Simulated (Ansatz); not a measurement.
Relaxation of a generated cell, AlNi built in the AFLOW prototype AB_hP6_154_a_b (B9, as in HgS); 6 atoms in the cell, which starts as P3₂21 (No. 154), hP6; a = b = 3.3505 Å, c = 7.6759 Å, α = β = 90.00°, γ = 120.00°. Level of theory: PBE (plane waves to 420 eV, PAW, scalar-relativistic; Ansatz, a program for electronic structure). Γ-centred k-mesh 11×11×5 on the run's cell (coarser than for final values), Fermi–Dirac smearing 0.05 eV. This is the first round of the run. Spin-polarised start, with parallel moments on Ni.

The optimiser's lines from the output (shortened; P is positive under compression):

```
relax step   1: F+E_penalty+E_count = -19125.03617610 eV  Δ(F+E_penalty+E_count) = +0.000e0 eV  max|allowed force component| = 7.918e0 eV/Å  Δτ_max = 0.0000 Å  P = +46.570 GPa  Ω = 74.624 Å³  (15 SCF iters, dr2 threshold 1.00e-7 eV, accepted)
relax step   2: F+E_penalty+E_count = -19129.74331379 eV  Δ(F+E_penalty+E_count) = -4.707e0 eV  max|allowed force component| = 3.806e0 eV/Å  Δτ_max = 0.1956 Å  P = +15.818 GPa  Ω = 81.331 Å³  (10 SCF iters, dr2 threshold 6.00e-7 eV, accepted)
relax step   3: F+E_penalty+E_count = -19131.48650587 eV  Δ(F+E_penalty+E_count) = -1.743e0 eV  max|allowed force component| = 1.562e0 eV/Å  Δτ_max = 0.1948 Å  P = +4.638 GPa  Ω = 83.764 Å³  (10 SCF iters, dr2 threshold 6.00e-7 eV, accepted)
relax step   4: F+E_penalty+E_count = -19132.06627678 eV  Δ(F+E_penalty+E_count) = -5.798e-1 eV  max|allowed force component| = 2.387e-1 eV/Å  Δτ_max = 0.1506 Å  P = +0.259 GPa  Ω = 84.665 Å³  (10 SCF iters, dr2 threshold 6.00e-7 eV, accepted)
relax step   5: F+E_penalty+E_count = -19132.40919588 eV  Δ(F+E_penalty+E_count) = -3.429e-1 eV  max|allowed force component| = 4.319e-1 eV/Å  Δτ_max = 0.0542 Å  P = -2.005 GPa  Ω = 84.291 Å³  (9 SCF iters, dr2 threshold 6.00e-7 eV, accepted)
relax step   6: F+E_penalty+E_count = -19132.90663273 eV  Δ(F+E_penalty+E_count) = -4.974e-1 eV  max|allowed force component| = 4.778e-1 eV/Å  Δτ_max = 0.0245 Å  P = -3.736 GPa  Ω = 82.873 Å³  (10 SCF iters, dr2 threshold 6.00e-7 eV, accepted)
relax step   7: F+E_penalty+E_count = -19133.53605595 eV  Δ(F+E_penalty+E_count) = -6.294e-1 eV  max|allowed force component| = 2.182e-1 eV/Å  Δτ_max = 0.0328 Å  P = -4.446 GPa  Ω = 80.376 Å³  (9 SCF iters, dr2 threshold 6.00e-7 eV, accepted)
relax step   8: F+E_penalty+E_count = -19134.12938951 eV  Δ(F+E_penalty+E_count) = -5.933e-1 eV  max|allowed force component| = 5.025e-1 eV/Å  Δτ_max = 0.0303 Å  P = -6.614 GPa  Ω = 78.570 Å³  (10 SCF iters, dr2 threshold 6.00e-7 eV, accepted)
relax step   9: F+E_penalty+E_count = -19134.71433873 eV  Δ(F+E_penalty+E_count) = -5.849e-1 eV  max|allowed force component| = 3.139e-1 eV/Å  Δτ_max = 0.0214 Å  P = -4.786 GPa  Ω = 75.055 Å³  (9 SCF iters, dr2 threshold 6.00e-7 eV, accepted)
relax step  10: F+E_penalty+E_count = -19135.14685663 eV  Δ(F+E_penalty+E_count) = -4.325e-1 eV  max|allowed force component| = 1.278e-1 eV/Å  Δτ_max = 0.0128 Å  P = +0.086 GPa  Ω = 71.162 Å³  (10 SCF iters, dr2 threshold 6.00e-7 eV, accepted)
relax step  11: F+E_penalty+E_count = -19135.22521983 eV  Δ(F+E_penalty+E_count) = -7.836e-2 eV  max|allowed force component| = 1.626e-3 eV/Å  Δτ_max = 0.0127 Å  P = -1.351 GPa  Ω = 70.690 Å³  (8 SCF iters, dr2 threshold 6.00e-7 eV, accepted)
relax step  12: F+E_penalty+E_count = -19135.22724745 eV  Δ(F+E_penalty+E_count) = -2.028e-3 eV  max|allowed force component| = 1.877e-4 eV/Å  Δτ_max = 0.0002 Å  P = +0.025 GPa  Ω = 70.273 Å³  (9 SCF iters, dr2 threshold 6.00e-7 eV, accepted)
relax step  13: F+E_penalty+E_count = -19135.22724886 eV  Δ(F+E_penalty+E_count) = -1.410e-6 eV  max|allowed force component| = 3.706e-5 eV/Å  Δτ_max = 0.0000 Å  P = +0.000 GPa  Ω = 70.277 Å³  (7 SCF iters, dr2 threshold 6.28e-9 eV, accepted)
relax step  14: F+E_penalty+E_count = -19135.52331935 eV  Δ(F+E_penalty+E_count) = -2.961e-1 eV  max|allowed force component| = 3.732e-5 eV/Å  Δτ_max = 0.0000 Å  P = +5.919 GPa  Ω = 70.277 Å³  stress off target by 8.88e0 GPa  SCF on the basis re-selected at this cell (its energy is not comparable with the rows above)  (12 SCF iters)
relax step  15: F+E_penalty+E_count = -19135.60257674 eV  Δ(F+E_penalty+E_count) = -7.926e-2 eV  max|allowed force component| = 7.156e-5 eV/Å  Δτ_max = 0.0000 Å  P = +1.497 GPa  Ω = 71.981 Å³  (9 SCF iters, dr2 threshold 6.00e-7 eV, accepted)
relax step  16: F+E_penalty+E_count = -19135.61135325 eV  Δ(F+E_penalty+E_count) = -8.777e-3 eV  max|allowed force component| = 3.640e-4 eV/Å  Δτ_max = 0.0001 Å  P = +0.107 GPa  Ω = 72.577 Å³  (8 SCF iters, dr2 threshold 6.00e-7 eV, accepted)
relax step  17: F+E_penalty+E_count = -19135.61140783 eV  Δ(F+E_penalty+E_count) = -5.458e-5 eV  max|allowed force component| = 2.938e-4 eV/Å  Δτ_max = 0.0000 Å  P = -0.001 GPa  Ω = 72.625 Å³  (7 SCF iters, dr2 threshold 1.03e-7 eV, accepted)
relax step  18: F+E_penalty+E_count = -19135.61231279 eV  Δ(F+E_penalty+E_count) = -9.050e-4 eV  max|allowed force component| = 2.981e-4 eV/Å  Δτ_max = 0.0000 Å  P = +0.014 GPa  Ω = 72.625 Å³  stress off target by 1.78e-2 GPa  SCF on the basis re-selected at this cell (its energy is not comparable with the rows above)  (11 SCF iters)
```

From the first to the last row the energy changes by -1.76 eV/atom and the volume by -2.7 %. The last row is marked as not comparable with the walk above it, whose basis was carried along; it does compare with step 1, since both stand on a basis selected at the nominal cutoff for their own cell.

Energy and pressure jump between steps 13 and 14 at one geometry, where the plane-wave basis was selected anew. While the cell walks, the set of plane waves is carried along, so its effective cutoff drifts with the strain; re-selecting it at 420 eV moved the energy by -0.049 eV/atom and the pressure by 5.9 GPa. Only step 1 and rows on a re-selected basis compare with each other.

Later rounds, restarted from the end of this one on a renewed k-mesh, logged 3 more steps and released under 0.01 eV/atom more. The final structure after all rounds: Pm-3m (No. 221), cP2, CsCl type; a = b = c = 2.8927 Å, α = β = γ = 90.00°. Between re-selections the logged energies stand on a plane-wave basis carried along with the cell. No spin polarisation in the result: the starting moments vanished. A magnetic state may lie lower.

The run could not lose the symmetry of its start.
